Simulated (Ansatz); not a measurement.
W$_{3}$N$_{4}$:
```xyz
7
Lattice="4.1791 0.0000 0.0000 0.0000 4.1791 0.0000 0.0000 0.0000 4.1791" Properties=species:S:1:pos:R:3 pbc="T T T"
N      2.0895     2.0895     2.0895
N      2.0895     0.0000     0.0000
N      0.0000     2.0895     0.0000
N      0.0000     0.0000     2.0895
W      2.0895     2.0895     0.0000
W      0.0000     2.0895     2.0895
W      2.0895     0.0000     2.0895
```

Relaxed with PBEsol. Special points in fractions of this cell's reciprocal vectors: Γ (0.000, 0.000, 0.000); X (0.000, 0.500, 0.000); M (0.500, 0.500, 0.000); R (0.500, 0.500, 0.500).

Task: List the band energies nearest the Fermi level at these points for PBEsol in the plane-wave PAW code Ansatz.

Result: In eV from the Fermi level; about four levels below and three above (degenerate sets whole), none deeper than 8.9 eV; points with the same levels are listed once.

```csv
k,below,above
Γ,-0.83 -0.83 -0.83 -0.30 -0.30,1.43 2.77 2.77 2.77
X,-3.58 -3.58 -3.35 -1.67 -0.01,0.01 0.01 0.24 0.24
M,-5.56 -5.56 -1.45 -0.53,0.35 0.39 0.55 0.55
R,-7.70 -7.70 -7.70 -2.81 -2.81,1.15 1.15 1.15
```

Space group Pm-3m. The workflow started from an entry of the Crystallography Open Database (COD). Its standing as an ambient phase is unchecked. The PBEsol relaxation kept the symmetry of its start. At this level the phase is dynamically unstable (imaginary phonons). The run is not spin-polarised. Scalar-relativistic: spin–orbit coupling is off unless named, which matters more the heavier the elements.

Potentials: the later of the program's two PAW sets.
